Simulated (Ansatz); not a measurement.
Density of states of a Al6Cu13Si cell (elements on a fcc lattice, relaxed), per eV and atom, broadened by Gaussian smearing of width 0.1 eV and averaged over bins of 0.3 eV, from 8 eV under the Fermi level at most up to where the solved bands end.

Computed with Ansatz 0.2.0, DFT PBE, scalar-relativistic, plane waves, PAW.

Settings: cutoff 420 eV, Γ-centred mesh 6×6×6 on the computed 20-atom cell, Gaussian smearing of 0.10 eV; no spin polarisation.

```
Al Si Cu
1.0
    -6.58568    3.62567    2.13083
     6.56097    3.57504   -2.10372
    -1.71433   -3.61451   -4.97212
Al Si Cu
6 1 13
Direct
  0.34958 0.82675 0.05879
  0.81189 0.42130 0.62839
  0.92073 0.97624 0.25688
  0.47974 0.23802 0.10468
  0.45059 0.56677 0.10070
  0.92377 0.59889 0.16433
  0.98839 0.22857 0.96270
  0.16517 0.78910 0.64836
  0.60959 0.81627 0.80516
  0.15294 0.12346 0.72063
  0.17666 0.44567 0.66027
  0.28927 0.66128 0.36543
  0.61338 0.14673 0.80087
  0.57387 0.47041 0.79803
  0.73023 0.01800 0.49676
  0.31632 0.03750 0.40990
  0.31794 0.35257 0.35209
  0.03118 0.87281 0.95248
  0.75848 0.68140 0.48575
  0.82159 0.24263 0.24151
```

```tsv
E − E_F (eV)	total	Cu 3d	Al 3p	Cu 4s	Al 3s
-7.90	0.190	0.014	0.053	0.052	0.049
-7.60	0.201	0.019	0.055	0.053	0.052
-7.30	0.183	0.023	0.050	0.043	0.047
-7.00	0.204	0.030	0.060	0.049	0.045
-6.70	0.242	0.043	0.072	0.056	0.046
-6.40	0.263	0.061	0.077	0.054	0.046
-6.10	0.295	0.084	0.083	0.061	0.040
-5.80	0.366	0.132	0.094	0.066	0.042
-5.50	0.427	0.194	0.091	0.068	0.039
-5.20	0.606	0.351	0.096	0.080	0.041
-4.90	0.954	0.684	0.102	0.094	0.032
-4.60	1.364	1.124	0.106	0.079	0.019
-4.30	2.173	1.961	0.107	0.050	0.015
-4.00	2.511	2.309	0.115	0.033	0.015
-3.70	2.616	2.424	0.109	0.031	0.015
-3.40	2.515	2.356	0.086	0.028	0.012
-3.10	2.984	2.839	0.069	0.029	0.013
-2.80	2.969	2.832	0.062	0.031	0.014
-2.50	1.944	1.809	0.058	0.034	0.017
-2.20	0.844	0.666	0.077	0.040	0.027
-1.90	0.580	0.361	0.104	0.043	0.029
-1.60	0.463	0.237	0.110	0.042	0.026
-1.30	0.423	0.182	0.115	0.043	0.029
-1.00	0.345	0.120	0.111	0.038	0.023
-0.70	0.344	0.102	0.116	0.041	0.027
-0.40	0.307	0.079	0.108	0.039	0.026
-0.10	0.205	0.045	0.076	0.025	0.017
0.20	0.238	0.046	0.088	0.032	0.022
0.50	0.241	0.042	0.088	0.033	0.025
0.80	0.217	0.033	0.074	0.037	0.025
1.10	0.271	0.038	0.078	0.057	0.038
1.40	0.308	0.038	0.084	0.074	0.044
1.70	0.348	0.037	0.089	0.092	0.049
2.00	0.362	0.034	0.089	0.099	0.050
```

The columns after the total are the largest Löwdin projections on the valence shells of the potentials, so they needn't add up, and the weight of a shell that a potential lacks goes to other orbitals. The cell has no gap on the mesh.

Cost: 2 runs of about 40 core-minutes in all (earlier runs that led there not counted), on Arm Neoverse V2 (shared hosts).